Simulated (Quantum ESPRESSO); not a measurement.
## W3MoS3Se5 (input and log of a self-consistent run)

A calculation, not a measurement. The program is pw.x of Quantum ESPRESSO 7.5 (plane-wave density functional theory). The cell is made up: 12 atoms on a layered 2H lattice, with randomly drawn elements, strain and displacements, not relaxed. PseudoDojo standard norm-conserving files (v0.5 for PBE, v0.4.1 for LDA and PBEsol) set the functional; there is no spin polarisation, spin-orbit coupling or dispersion term, and the masses in the input are unused placeholders.

Input:

```
&control calculation='scf', pseudo_dir='./dojo.nc.sr.pbe.v0_5.standard.upf', outdir='./o', disk_io='low', tprnfor=.true., tstress=.true. /
&system ibrav=0, nat=12, ntyp=4, nbnd=83, ecutwfc=107.82251126, nosym=.true., tot_charge=0,
 occupations='smearing', smearing='fd', degauss=0.0018374661
/
&electrons conv_thr=7.350e-09, electron_maxstep=60, /
ATOMIC_SPECIES
Mo 1.0 Mo.upf
S 1.0 S.upf
Se 1.0 Se.upf
W 1.0 W.upf
CELL_PARAMETERS angstrom
3.3258 -0.0113 -0.0037
-0.0195 5.7135 -0.0699
-0.0149 -0.161 13.279
ATOMIC_POSITIONS angstrom
W -0.0537 2.0291 3.2806
Mo 1.6096 0.6927 9.8854
W 1.6114 4.6612 3.2448
W -0.022 3.6855 9.9639
S 0.117 1.722 8.2938
Se -0.0197 1.7268 11.6265
S 1.6867 0.8629 1.6901
Se 1.73 0.8071 4.9547
S 1.5699 4.6771 8.3038
Se 1.6715 4.6602 11.6271
Se -0.0192 3.8891 1.5627
Se 0.1108 3.7419 4.9571
K_POINTS automatic
9 6 4 1 1 1
```

The log is shortened where brackets say so; the opening notice, blank lines, dates and the lines on written files are dropped, and the path of the files is cut. It prints rydbergs, bohrs and kilobars, and counts compression as positive stress. With no partly filled state, the Fermi energy that it prints is only some level between the filled and the empty states on the mesh, and need not lie in the true gap.

```
     Program PWSCF v.7.5
     Parallel version (MPI & OpenMP), running on       4 processor cores
     Number of MPI processes:                 4
     Threads/MPI process:                     1
     [start-up lines left out]
     bravais-lattice index     =            0
     lattice parameter (alat)  =       6.2849  a.u.
     unit-cell volume          =    1702.5124 (a.u.)^3
     number of atoms/cell      =           12
     number of atomic types    =            4
     number of electrons       =       154.00
     number of Kohn-Sham states=           83
     kinetic-energy cutoff     =     107.8225  Ry
     charge density cutoff     =     431.2900  Ry
     scf convergence threshold =      7.3E-09
     mixing beta               =       0.7000
     number of iterations used =            8  plain     mixing
     Exchange-correlation= PBE
                           (   1   4   3   4   0   0   0)
     [axes and pseudopotential details left out]
   Cartesian axes
     site n.     atom                  positions (alat units)
         1        W      tau(   1) = (  -0.0161464   0.6101049   0.9864030  )
         2        Mo     tau(   2) = (   0.4839707   0.2082794   2.9723185  )
         3        W      tau(   3) = (   0.4845119   1.4015185   0.9756387  )
         4        W      tau(   4) = (  -0.0066149   1.1081473   2.9959217  )
         5        S      tau(   5) = (   0.0351793   0.5177669   2.4937600  )
         6        Se     tau(   6) = (  -0.0059233   0.5192101   3.4958283  )
         7        S      tau(   7) = (   0.5071529   0.2594547   0.5081752  )
         8        Se     tau(   8) = (   0.5201723   0.2426769   1.4897674  )
         9        S      tau(   9) = (   0.4720338   1.4062993   2.4967668  )
        10        Se     tau(  10) = (   0.5025826   1.4012178   3.4960087  )
        11        Se     tau(  11) = (  -0.0057730   1.1693653   0.4698689  )
        12        Se     tau(  12) = (   0.0333151   1.1251056   1.4904890  )
     number of k points=   108  Fermi-Dirac smearing, width (Ry)=  0.0018
     Number of k-points >= 100: set verbosity='high' to print them.
     Dense  grid:   257559 G-vectors     FFT dimensions: (  45,  72, 180)
     Estimated max dynamical RAM per process >       1.58 GB
     Estimated total dynamical RAM >       6.14 GB
     Initial potential from superposition of free atoms
     starting charge     153.9966, renormalised to     154.0000
     Starting wfcs are   97 randomized atomic wfcs
     total cpu time spent up to now is       49.9 secs
     per-process dynamical memory:  1429.7 Mb
     Self-consistent Calculation
     iteration #  1     ecut=   107.82 Ry     beta= 0.70
     Davidson diagonalization with overlap
     ethr =  1.00E-02,  avg # of iterations =  2.0
     Threshold (ethr) on eigenvalues was too large:
     Diagonalizing with lowered threshold
     Davidson diagonalization with overlap
     ethr =  5.27E-04,  avg # of iterations =  2.1
     total cpu time spent up to now is      304.6 secs
     total energy              =   -1874.08145135 Ry
     estimated scf accuracy    <       0.83371695 Ry
     iteration #  2     ecut=   107.82 Ry     beta= 0.70
     Davidson diagonalization with overlap
     ethr =  5.41E-04,  avg # of iterations =  9.3
     total cpu time spent up to now is      507.1 secs
     total energy              =   -1872.53786563 Ry
     estimated scf accuracy    <      20.73615089 Ry
     iteration #  3     ecut=   107.82 Ry     beta= 0.70
     Davidson diagonalization with overlap
     ethr =  5.41E-04,  avg # of iterations = 13.2
     total cpu time spent up to now is      704.2 secs
     total energy              =   -1872.80184705 Ry
     estimated scf accuracy    <      36.35746497 Ry
     iteration #  4     ecut=   107.82 Ry     beta= 0.70
     Davidson diagonalization with overlap
     c_bands:  1 eigenvalues not converged
     c_bands:  2 eigenvalues not converged
     ethr =  5.41E-04,  avg # of iterations = 12.5
     total cpu time spent up to now is      867.0 secs
     total energy              =   -1874.45932646 Ry
     estimated scf accuracy    <       0.52451599 Ry
     iteration #  5     ecut=   107.82 Ry     beta= 0.70
     Davidson diagonalization with overlap
     ethr =  3.41E-04,  avg # of iterations =  3.5
     total cpu time spent up to now is      982.3 secs
     total energy              =   -1874.51464089 Ry
     estimated scf accuracy    <       0.13032969 Ry
     [iterations 6 to 18 left out]
     iteration # 19     ecut=   107.82 Ry     beta= 0.70
     Davidson diagonalization with overlap
     ethr =  5.94E-10,  avg # of iterations =  6.4
     total cpu time spent up to now is     2790.6 secs
     total energy              =   -1874.53683623 Ry
     estimated scf accuracy    <       0.00000228 Ry
     iteration # 20     ecut=   107.82 Ry     beta= 0.70
     Davidson diagonalization with overlap
     ethr =  5.94E-10,  avg # of iterations =  3.3
     total cpu time spent up to now is     2913.5 secs
     total energy              =   -1874.53683642 Ry
     estimated scf accuracy    <       0.00000017 Ry
     iteration # 21     ecut=   107.82 Ry     beta= 0.70
     Davidson diagonalization with overlap
     ethr =  1.14E-10,  avg # of iterations =  5.6
     total cpu time spent up to now is     3047.9 secs
     total energy              =   -1874.53683645 Ry
     estimated scf accuracy    <       0.00000004 Ry
     iteration # 22     ecut=   107.82 Ry     beta= 0.70
     Davidson diagonalization with overlap
     ethr =  2.32E-11,  avg # of iterations =  4.4
     total cpu time spent up to now is     3169.9 secs
     total energy              =   -1874.53683645 Ry
     estimated scf accuracy    <       0.00000001 Ry
     iteration # 23     ecut=   107.82 Ry     beta= 0.70
     Davidson diagonalization with overlap
     ethr =  7.78E-12,  avg # of iterations =  4.0
     total cpu time spent up to now is     3287.6 secs
     End of self-consistent calculation
     Number of k-points >= 100: set verbosity='high' to print the bands.
     the Fermi energy is    11.5678 ev
!    total energy              =   -1874.53683645 Ry
     estimated scf accuracy    <          4.3E-09 Ry
     smearing contrib. (-TS)   =      -0.00000000 Ry
     internal energy E=F+TS    =   -1874.53683645 Ry
     The total energy is F=E-TS. E is the sum of the following terms:
     one-electron contribution =   -1127.19118199 Ry
     hartree contribution      =     608.99451477 Ry
     xc contribution           =    -380.85381719 Ry
     ewald contribution        =    -975.48635204 Ry
     convergence has been achieved in  23 iterations
     Forces acting on atoms (cartesian axes, Ry/au):
     atom    1 type  4   force =     0.04761870   -0.14587295   -0.05899656
     atom    2 type  1   force =     0.05319323    0.09789575    0.02066717
     atom    3 type  4   force =     0.06483194    0.04651540   -0.01691127
     atom    4 type  4   force =    -0.00035026   -0.02030078   -0.07050466
     atom    5 type  2   force =    -0.04755722    0.01350443    0.06014622
     atom    6 type  3   force =    -0.00705863    0.00127944   -0.03247391
     atom    7 type  2   force =    -0.02214862    0.03830842    0.06284730
     atom    8 type  3   force =    -0.02655793    0.06298910   -0.00424494
     atom    9 type  2   force =     0.01514802   -0.07167857    0.02715900
     atom   10 type  3   force =    -0.01333070   -0.02015123   -0.00764931
     atom   11 type  3   force =    -0.01379358   -0.03405165   -0.02527676
     atom   12 type  3   force =    -0.04999495    0.03156263    0.04523773
     Total force =     0.289737     Total SCF correction =     0.000346
     Computing stress (Cartesian axis) and pressure
          total   stress  (Ry/bohr**3)                   (kbar)     P=      -27.69
  -0.00030465   0.00006381  -0.00005767          -44.82        9.39       -8.48
   0.00006381  -0.00011196   0.00023845            9.39      -16.47       35.08
  -0.00005767   0.00023845  -0.00014809           -8.48       35.08      -21.78
     init_run     :     48.01s CPU     49.54s WALL (       1 calls)
     electrons    :   3187.92s CPU   3237.76s WALL (       1 calls)
     forces       :     21.19s CPU     21.27s WALL (       1 calls)
     stress       :     73.20s CPU     74.65s WALL (       1 calls)
     [timing details left out]
     PWSCF        :  55m31.08s CPU  56m24.46s WALL
     JOB DONE.
```

In other units: free energy -25504.373 eV for the cell, pressure -2.77 GPa, largest force component 3.751 eV/Å. This run is the check on a run of the same cell at a cutoff of 1170 eV and k mesh 7 x 4 x 2: rerunning at a cutoff of 1467 eV and k mesh 9 x 6 x 4 moved values by no more than 0.002 eV in energy, 0.02 GPa in stress and 0.025 eV/Å in force.